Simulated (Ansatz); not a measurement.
CaO:
```cif
data_CaO
_chemical_formula_sum 'Ca1 O1'
_space_group_name_H-M_alt 'P 1'
_space_group_IT_number 1
_cell_length_a 3.66259
_cell_length_b 3.66259
_cell_length_c 3.66259
_cell_angle_alpha 60.000
_cell_angle_beta 60.000
_cell_angle_gamma 60.000
loop_
_space_group_symop_operation_xyz
  'x, y, z'
loop_
_atom_site_label
_atom_site_type_symbol
_atom_site_fract_x
_atom_site_fract_y
_atom_site_fract_z
_atom_site_occupancy
Ca1 Ca 0.00000 0.00000 0.00000 1
O1 O 0.25000 0.25000 0.25000 1
```

Relaxed with PBEsol. 

### Question
HSE06 on this cell (Ansatz, a quantum-chemistry and plane-wave program, PAW) gives a gap of 4.80 eV. What does PBEsol give?

### Answer
3.27 eV.

Cost on shared cores: the PBEsol run (SCF on a 9×9×9 mesh, then bands and DOS) roughly 13 core-seconds, the HSE06 run (SCF on 7×7×7, then a few points) around 100 core-seconds (rough); the tasks are unlike.

Space group F-43m (zinc blende). The start of the workflow was typed in or built on a structure type; neither database checked (COD, Materials Project) lists it. It is not the phase usual at ambient conditions (space group No. 225). Symmetry was held in the PBEsol relaxation; phonons on a q-mesh show no instability.

Potentials: the later of the program's two PAW sets.

Ansatz is a plane-wave DFT program.
